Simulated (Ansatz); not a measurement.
A relaxation computed with Ansatz, from input to last step.

```yaml
crystal:
  lattice:
    - [1.6896367616, 0.9755122391, 8.7546700178]
    - [-1.6896367616, 0.9755122391, 8.7546700178]
    - [0.0, -1.9510244783, 8.7546700178]
  atoms:
    - { symbol: Zn, position: [0.2186921295, 0.2186921295, 0.2186921295] }
    - { symbol: In, position: [0.0030612629, 0.0030612629, 0.0030612629] }
    - { symbol: Ga, position: [0.7870542568, 0.7870542568, 0.7870542568] }
    - { symbol: O, position: [0.2952807648, 0.2952807648, 0.2952807648] }
    - { symbol: O, position: [0.711204874, 0.711204874, 0.711204874] }
    - { symbol: O, position: [0.1211983003, 0.1211983003, 0.1211983003] }
    - { symbol: O, position: [0.8635094117, 0.8635094117, 0.8635094117] }
basis:
  ecutwfc: 420
kpoints:
  mp_grid: { grid: [12, 12, 12] }
hamiltonian:
  xc: pbesol
scf:
  occupations: { method: gaussian, width: 0.02 }
output:
  forces: true
  stress: true
  eigenvalues: true
relax:
  adjacent_minimum: "off"
  f_tol: 0.01
  max_steps: 30
  cell: { stress_tol: 0.1, fix: [volume] }
```

```bash
ansatz run input.yaml --threads 2 --pin off --max-ram 5120MiB --backend cpu --events-out ev --progress --plain --runs-dir out
```

Level of theory: DFT PBEsol, scalar-relativistic, plane waves, PAW (Ansatz 0.2.0).

The volume is held at 1.06 times that of the relaxed cell.

Of 4 frames 3 are shown, positions in Å and forces in eV/Å; the SCF threshold varies from step to step. Steps run on the plane waves of an earlier cell, with a Pulay correction in the pressure. The basis is chosen afresh for the last frame, the zero of the energies, and at times for earlier ones too; energy and pressure step there, also at an unchanged geometry.

```xyz
7
Lattice="1.6896 0.9755 8.7547 -1.6896 0.9755 8.7547 0.0000 -1.9510 8.7547" Properties=species:S:1:pos:R:3:forces:R:3 pbc="T T T" step=1 free_energy_over_end_meV_per_atom=0.07 pressure_GPa=-8.80
Zn    0.0000    0.0000    5.7437    0.0000    0.0000   -0.0264
In    0.0000    0.0000    0.0804    0.0000    0.0000    0.0183
Ga    0.0000    0.0000   20.6712    0.0000    0.0000    0.0137
O     0.0000    0.0000    7.7553    0.0000    0.0000    0.0772
O     0.0000    0.0000   18.6791    0.0000    0.0000   -0.0309
O     0.0000    0.0000    3.1832    0.0000    0.0000    0.0192
O     0.0000    0.0000   22.6792    0.0000    0.0000   -0.0709
7
Lattice="1.6896 0.9755 8.7551 -1.6896 0.9755 8.7551 0.0000 -1.9510 8.7551" Properties=species:S:1:pos:R:3:forces:R:3 pbc="T T T" step=2 free_energy_over_end_meV_per_atom=0.02 pressure_GPa=-8.76
Zn    0.0000    0.0000    5.7446    0.0000    0.0000   -0.0248
In    0.0000    0.0000    0.0826    0.0000    0.0000   -0.0041
Ga    0.0000    0.0000   20.6703    0.0000    0.0000    0.0248
O     0.0000    0.0000    7.7594    0.0000    0.0000    0.0315
O     0.0000    0.0000   18.6782    0.0000    0.0000    0.0089
O     0.0000    0.0000    3.1843    0.0000    0.0000   -0.0065
O     0.0000    0.0000   22.6767    0.0000    0.0000   -0.0300
7
Lattice="1.6893 0.9753 8.7579 -1.6893 0.9753 8.7579 0.0000 -1.9507 8.7579" Properties=species:S:1:pos:R:3:forces:R:3 pbc="T T T" step=4 free_energy_over_end_meV_per_atom=0.00 pressure_GPa=-8.74
Zn    0.0000    0.0000    5.7452    0.0000    0.0000   -0.0075
In    0.0000    0.0000    0.0839    0.0000    0.0000   -0.0024
Ga    0.0000    0.0000   20.6772    0.0000    0.0000    0.0077
O     0.0000    0.0000    7.7634    0.0000    0.0000    0.0057
O     0.0000    0.0000   18.6855    0.0000    0.0000    0.0010
O     0.0000    0.0000    3.1847    0.0000    0.0000   -0.0019
O     0.0000    0.0000   22.6814    0.0000    0.0000   -0.0025
```

It took 2.2 min on 2 threads of Arm Neoverse V1, with other jobs on the host, peak memory 0.74 GiB.